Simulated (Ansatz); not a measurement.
The guess for Mg₂Ge₂N was made by a generator: random cell by space group and Wyckoff sites (P4mm, No. 99). Lengths were set from tabulated atomic sizes, so they are only a guess.

```xyz
5
Lattice="3.8228 0.0000 0.0000 0.0000 3.8228 0.0000 0.0000 0.0000 6.3373" Properties=species:S:1:pos:R:3 pbc="T T T"
Mg    1.9114    0.0000    4.6801
Mg    0.0000    1.9114    4.6801
Ge    0.0000    0.0000    1.6695
Ge    0.0000    0.0000    5.3558
N     1.9114    1.9114    1.2274
```

The calculation used DFT PBE, scalar-relativistic, plane waves, PAW (Ansatz). Cutoff 420 eV, Gaussian smearing, Γ-centred meshes. Cell and atoms relax first on a coarse mesh and then on a finer one. In between, the cell is made exact in the group found at 0.06 Å. In metals the finer mesh still leaves noise of several meV/atom or more. The steps can't lower the symmetry of their start. No spin polarisation.

A guess keeps its type if space group and coordination stay and the shape of the cell changes little (axis ratios within about 15 %, angles within 6°); the volume may change.

Problem. Does it keep its structure type, or change into something else?

Solution. It doesn't keep its type. The symmetry goes from P4mm (No. 99) to P4/mmm (No. 123). The volume per atom grows by 19.2 %, from 18.5 to 22.1 Å³. The shortest distance goes from 2.03 Å (Mg–Ge) to 2.03 Å (Mg–N). Counting neighbours within 15 % of an atom's shortest distance, the start has Ge 4/5, Mg 2, N 4 and the end Ge 1, Mg 2, N 4. In detail, at the end Mg is surrounded by 2 N at 2.03 Å, 4 Mg at 2.87 Å and 4 Ge at 2.98 Å; around Ge lies 1 Ge at 2.33 Å; N is surrounded by 4 Mg at 2.03 Å.

```cif
data_structure
_symmetry_space_group_name_H-M 'P4/mmm'
_symmetry_Int_Tables_number 123
_cell_length_a 4.0658
_cell_length_b 4.0658
_cell_length_c 6.6761
_cell_angle_alpha 90.000
_cell_angle_beta 90.000
_cell_angle_gamma 90.000
_cell_volume 110.36
loop_
_atom_site_label
_atom_site_type_symbol
_atom_site_symmetry_multiplicity
_atom_site_Wyckoff_symbol
_atom_site_fract_x
_atom_site_fract_y
_atom_site_fract_z
_atom_site_occupancy
Mg1 Mg 2 e 0.50000 0.00000 0.50000 1
Ge1 Ge 2 g 0.00000 0.00000 0.17423 1
N1 N 1 d 0.50000 0.50000 0.50000 1
```

The last run used a 10×10×6 mesh (in the run's order of axes) for its 5-atom cell and Gaussian smearing of 0.10 eV. Symmetry constrained the relaxation, so the result can be a saddle point. Another cell of Mg2Ge2N relaxed alike, in P-3m1, lies 0.57 eV/atom lower, so this cell isn't the stable form at this level.

In counts of neighbours, a slash parts the counts of unlike sites.
